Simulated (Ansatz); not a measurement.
Cs2NaScF6:
```
Cs2NaScF6
1.0
    0.00000     4.29328     4.29328
    4.29328     0.00000     4.29328
    4.29328     4.29328     0.00000
Cs Na Sc F
2 1 1 6
Direct
  0.75000   0.75000   0.75000
  0.25000   0.25000   0.25000
  0.50000   0.50000   0.50000
  0.00000   0.00000   0.00000
  0.76687   0.23313   0.23313
  0.23313   0.76687   0.76687
  0.23313   0.76687   0.23313
  0.76687   0.23313   0.76687
  0.23313   0.23313   0.76687
  0.76687   0.76687   0.23313
```

Relaxed with LDA. Special points in fractions of this cell's reciprocal vectors: Γ (0.000, 0.000, 0.000); X (0.500, 0.000, 0.500); U (0.625, 0.250, 0.625); K (0.375, 0.375, 0.750); L (0.500, 0.500, 0.500); W (0.500, 0.250, 0.750).

Q: List the band energies nearest the valence-band maximum at these points for DFT-LDA in the program Ansatz with PAW potentials.

A: In eV from the valence-band maximum; about four levels below and three above (degenerate sets whole), none deeper than 8.9 eV; points with the same levels are listed once.

```tsv
k	below	above
Γ	-0.11 -0.11 -0.11 -0.02 -0.02 -0.02	7.10 7.10 7.10
X	-0.31 -0.31 -0.15 -0.15 -0.12	7.16 7.30 7.30
U	-0.29 -0.28 -0.27 -0.05	7.19 7.27 7.28
L	-0.15 -0.15 -0.10 -0.10	7.18 7.18 7.23
W	-0.39 -0.30 -0.14 -0.14	7.23 7.23 7.30
```

Space group Fm-3m. The first step of the workflow began from a Materials Project structure, measured or hypothetical; the Crystallography Open Database copy checked does not list it. Its standing as an ambient phase is unchecked. The LDA relaxation kept the symmetry of its start; phonons on a q-mesh show no instability. The run is not spin-polarised. Scalar-relativistic: spin–orbit coupling is off unless named, which matters more the heavier the elements.

Potentials: the later of the program's two PAW sets.
